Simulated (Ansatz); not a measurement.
HCOOH in its lowest state found on the top face of a (100) slab of TiC (Fm-3m (No. 225)), 4 planes, outer planes TiC (top) and TiC (bottom); 1 a cell of 36.83 Å², its atoms last:

```
CELL_PARAMETERS angstrom
6.06863 0.00000 0.00000
0.00000 6.06863 0.00000
0.00000 0.00000 27.33185
ATOMIC_POSITIONS crystal
Ti 0.25000 0.25000 0.29270
Ti 0.25000 0.75000 0.29270
Ti 0.75000 0.25000 0.29270
Ti 0.75000 0.75000 0.29270
C 0.50000 0.50000 0.29270
C 0.50000 0.00000 0.29270
C 0.00000 0.50000 0.29270
C 0.00000 0.00000 0.29270
Ti 0.50000 0.50000 0.37120
Ti 0.50000 0.00000 0.37120
Ti 0.00000 0.50000 0.37120
Ti 0.00000 0.00000 0.37120
C 0.75000 0.75000 0.37120
C 0.75000 0.25000 0.37120
C 0.25000 0.75000 0.37120
C 0.25000 0.25000 0.37120
Ti 0.75112 0.75123 0.44906
Ti 0.75108 0.24896 0.44920
Ti 0.24895 0.75110 0.44893
Ti 0.24881 0.24891 0.44906
C 0.99980 0.00023 0.44971
C 0.99978 0.49987 0.44962
C 0.50017 0.00027 0.44962
C 0.50025 0.49978 0.44922
Ti 0.00119 0.99885 0.52927
Ti 0.00087 0.50105 0.52513
Ti 0.49903 0.99921 0.52514
Ti 0.49897 0.50110 0.52471
C 0.25098 0.25144 0.52979
C 0.25179 0.74828 0.52925
C 0.74865 0.25145 0.53088
C 0.74862 0.74908 0.52978
O 0.76370 0.23892 0.63248
C 0.91220 0.08841 0.64185
O 0.01729 0.98206 0.61131
H 0.75006 0.25218 0.59408
H 0.93799 0.06176 0.68139
```

Level of theory: DFT PBE+D3(BJ), scalar-relativistic, plane waves, PAW (Ansatz 0.2.0). Settings: cutoff 420 eV, Γ-centred mesh 3×3×1 on the computed 37-atom cell, Gaussian smearing of 0.10 eV; no spin polarisation. A dipole correction removes the field between periodic images along c.

The clean top face has a work function of 4.56 eV. Adsorption changes the slab's dipole along +c by Δp = +0.1411 e·Å a cell (+0.68 D an adsorbate).

Q: What change of work function does the Helmholtz equation give?

A: A sheet of dipoles makes a step in an electron's potential energy of −e·Δp/(ε0·A), and e/ε0 = 180.95 eV·Å for Δp in e·Å: −180.95 × (0.1411)/36.83 = -0.69 eV. This is the change of φ(top) − φ(bottom). If the bottom face is unmoved, φ(top) becomes 3.87 eV.

Q: How does that compare with the calculation?

A: φ(top) changes by -0.69 eV and φ(bottom) by 0.00 eV, so their difference changes by -0.69 eV. The bottom face hardly moves.

Q: What does the sign say about the electrons?

A: The change of dipole points out of the surface, so the work function falls. The molecule's own dipole can set this sign. Δp also holds the adsorbate's own dipole and the moves of the surface atoms, so it isn't a charge transfer alone.

Spin polarisation was left out, and a magnetic state may lie lower.